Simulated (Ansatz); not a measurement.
VSi₂: computed property card

VSi$_{2}$:
```
CELL_PARAMETERS angstrom
      4.52905     0.00000     0.00000
     -2.26453     3.92228     0.00000
      0.00000     0.00000     6.33057
ATOMIC_POSITIONS crystal
  V  0.50000 0.00000 0.00000
  V  0.50000 0.50000 0.33333
  V  0.00000 0.50000 0.66667
  Si 0.16286 0.32571 0.00000
  Si 0.83714 0.16286 0.33333
  Si 0.67429 0.83714 0.66667
  Si 0.83714 0.67429 0.00000
  Si 0.16286 0.83714 0.33333
  Si 0.32571 0.16286 0.66667
```
The run is spin-polarised; directions of the spins, atom by atom: 0 0 0 0 0 0 0 0 0.

Space group P6_222 (No. 180); conventional cell a = b = 4.5291 Å, c = 6.3306 Å, α = β = 90.00°, γ = 120.00°.

Method: r²SCAN in the plane-wave PAW code Ansatz. The cell and atoms are relaxed at this level. Other levels are named where they apply.

Cell and energy:

- Volume per atom: 12.50 Å³
- Density: 4.74 g/cm³
- Formation energy from the elements (no fitted shifts): -465 meV/atom

Electronic structure:

- Electronic character = metallic (no gap)
- Density of states at the Fermi level = 0.46 states/eV per atom (mean over ±0.08 eV)

Magnetism:

- Magnetic order = ferromagnetic
- Net moment = 0.09 μB per atom

Mechanics:

- Bulk modulus (Birch–Murnaghan fit): 186 GPa
- Pressure derivative B′: 4.4

Charges:

- Bader charges: V +0.89, Si -0.45 e

The r²SCAN relaxation kept the symmetry of its start. Magnetic state: ferromagnetic, the only order run, not a proven ground state. Other orbital occupations within this spin state were not tried. The references are the lowest solids computed at this level, not always the standard phases.

Potentials: the later of the program's two PAW sets.
